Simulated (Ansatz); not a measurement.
LiPS₃ in space group C2/m (No. 12; Pearson symbol mS20), the program Ansatz at the PBE level (PAW). The conduction-band minimum lies at M2, with 1 equivalent valley. Second derivatives d²E/dk² of the lowest band at one valley (eV·Å²), along Cartesian directions:

| direction | d²E/dk² |
|---|---|
| [100] | 3.875 |
| [010] | 7.120 |
| [001] | 3.029 |
| [110] | 5.496 |
| [101] | 5.079 |
| [011] | 5.070 |

Question: Find the principal effective masses, the density-of-states mass and the conductivity mass.

Answer: Off-diagonal terms follow from H_xy = H[110] − (H_xx + H_yy)/2, and m*/mₑ = 7.620 eV·Å² over each eigenvalue: 1.1, 1.5, 4.3. One valley's DOS mass (m₁m₂m₃)^(1/3) = 1.9, conductivity mass 3/(Σ 1/mᵢ) = 1.6 mₑ.

Question: What effective density of states Nc follows at 300 K for parabolic valleys?

Answer: Nc = 2.509e19 × 1 × (1.9)^(3/2) ≈ 6.6e19 cm⁻³.

The workflow started from an entry of the Crystallography Open Database (COD). Its standing as an ambient phase is unchecked. Symmetry was held in the PBE relaxation; whether a distortion lowers the energy is not shown.

Potentials: the later of the program's two PAW sets.

Edges and masses are those of Kohn–Sham bands, whose gap is no quasiparticle gap.
